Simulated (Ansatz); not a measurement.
# BaB2Ir2: do energies and stresses tell the same story?

The calculation used DFT PBEsol, scalar-relativistic, plane waves, PAW (Ansatz 0.2.0).

Settings: cutoff 420 eV, Γ-centred mesh 12×12×12 on the computed 5-atom cell, Gaussian smearing of 0.10 eV; no spin polarisation.

Relaxed cell: I4/mmm, a = 3.912 Å, b = 3.912 Å, c = 11.277 Å, α = 90.00°, β = 90.00°, γ = 90.00°, 5 atoms in the primitive cell. Whether it is the stable form of this composition wasn't checked.

Energies at zero smearing and pressures from the stress tensor, at volumes with shape and atoms relaxed:
| V (Å³/atom) | E − E(first) (meV/atom) | P (GPa) |
| --- | --- | --- |
| 16.226 | 0.00 | 6.78 |
| 16.744 | -15.84 | 3.14 |
| 17.262 | -20.78 | 0.01 |
| 17.779 | -16.30 | -2.70 |
| 18.297 | -3.71 | -5.01 |

Question: Check P = −dE/dV between neighbouring volumes, and get the bulk modulus from the pressures alone.

Answer: With 1 eV/Å³ = 160.2 GPa:
```tsv
middle V (Å³/atom)	−ΔE/ΔV (GPa)	mean P (GPa)
16.485	4.900	4.964
17.003	1.530	1.575
17.520	-1.386	-1.347
18.038	-3.894	-3.855
```

The two differ by 0.06 GPa at most. The mean of two end pressures misses the average over a step by about ΔV² P″/12, up to 0.05 GPa here; with that taken off 0.02 GPa remains. Around V = 17.262 Å³/atom, the two neighbours give B = −V ΔP/ΔV = 17.262 × 5.84 / 1.036 = 97.4 GPa, against B0 = 96.8 GPa from the Birch–Murnaghan fit of the energies.

Spin–orbit coupling is left out, which can shift energies with elements as heavy as these.

Cost: 6 runs of about 15 core-minutes in all, on Arm Neoverse V1 (shared hosts).